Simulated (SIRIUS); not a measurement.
Consider a self-consistent single point of CsPbBr3 (Pm-3m, 5 atoms in the cell; from Materials Project mp-600089, changed as shown).

```yaml
crystal:
  lattice:
    - [5.82966, 0.00000, 0.00000]
    - [0.00000, 5.82966, 0.00000]
    - [0.00000, 0.00000, 5.82966]
  atoms:
    - { symbol: Cs, position: [0.00000, 0.00000, 0.00000] }
    - { symbol: Pb, position: [0.50000, 0.50000, 0.50000] }
    - { symbol: Br, position: [0.50000, 0.50000, 0.00000] }
    - { symbol: Br, position: [0.00000, 0.50000, 0.50000] }
    - { symbol: Br, position: [0.50000, 0.00000, 0.50000] }
```

All values come from this method and carry its errors: PBE, GBRV PBE ultrasoft pseudopotentials (plane waves; SIRIUS 7.12.0).

SIRIUS settings:

parameters.ngridk: 6 6 6
parameters.xc_functionals: [XC_GGA_X_PBE, XC_GGA_C_PBE]
parameters.gk_cutoff: 6.325 1/bohr
parameters.pw_cutoff: 14.143 1/bohr
parameters.smearing: fermi_dirac
parameters.smearing_width: 0.000367493 Ha
potentials: GBRV PBE ultrasoft pseudopotentials
parameters.electronic_structure_method: pseudopotential
parameters.num_bands: 26
parameters.num_mag_dims: 0
parameters.num_dft_iter: 100
parameters.energy_tol: 1e-07 Ha
parameters.density_tol: 1e-06
mixer.type: broyden2
mixer.beta: 0.5
mixer.use_hartree: true

Results:

* **Number of valence electrons**: 44
* **Number of bands**: 26
* **Number of k-points after the program's reduction**: 20
* **Number of plane waves (most at a k-point)**: 5832
* **Number of SCF iterations**: 12
* **FFT grid**: 54 × 54 × 54
* **Free energy E − TS**: -5010.1254 eV
* **Gap on the k-point mesh**: 1.45 eV
* **Pressure**: 1.94 GPa

Stress (GPa, positive for compression):
```
1.94  0.00  0.00
0.00  1.94  0.00
0.00  0.00  1.94
```

The gap is read on the k-point mesh of the run and can differ from the gap over the whole zone at this level.

For comparison: a first run was changed to give this one (lattice scaled by 0.98), and from it to this one the free energy goes up by 18.4 meV/atom, the pressure goes from 0.48 to 1.94 GPa and the gap on the mesh goes from 1.696 to 1.451 eV.

Spin-orbit coupling is left out, which matters for bands and gaps with elements this heavy. The structure comes from a collection of computed structures, made at another level of theory; the collection holds predicted forms beside known ones.

Cost on one core: about 50 core-seconds (a rough figure).
